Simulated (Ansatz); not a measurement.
**Barrier of one jump, Zn in ZnS**

Theory: DFT PBE, scalar-relativistic, plane waves, PAW in Ansatz. (420 eV cutoff, 2×2×2 k-mesh, shifted by half a step, Gaussian smearing of 0.02 eV, no spin polarisation)

Host crystal, relaxed:

```
CELL_PARAMETERS angstrom
0.00000 2.72115 2.72115
2.72115 0.00000 2.72115
2.72115 2.72115 0.00000
ATOMIC_POSITIONS crystal
Zn 0.00000 0.00000 0.00000
S 0.75000 0.75000 0.75000
```

In a supercell of 32 host sites with charge -2, Zn trades places with a neighbouring Zn vacancy, moving 3.73 Å between the relaxed ends. Climbing-image nudged elastic band at fixed cell with images 0 (start) to 6 (end), the path measured over all atoms, converged to 0.05 eV/Å; the order of the saddle wasn't checked, and the small cell leaves errors of about a tenth of an eV.

Supercell rows in host cell vectors: 1 1 -3; -3 1 1; 1 1 1. Zn was set at (0.000, 0.000, 0.000) of the host cell.

At the relaxed start Zn has 1 S at 2.29 Å, 1 S at 2.38 Å, 2 S at 2.39 Å.

Problem. How high is the barrier, and where does the atom pass?

Solution. 1.30 eV at image 3, where Zn has 1 S at 2.23 Å, 4 S at 2.68 Å, 2 Zn at 3.02 Å.

Cost: 1 run of about 23 core-minutes, on Intel Xeon 6975P-C (Granite Rapids) (shared hosts).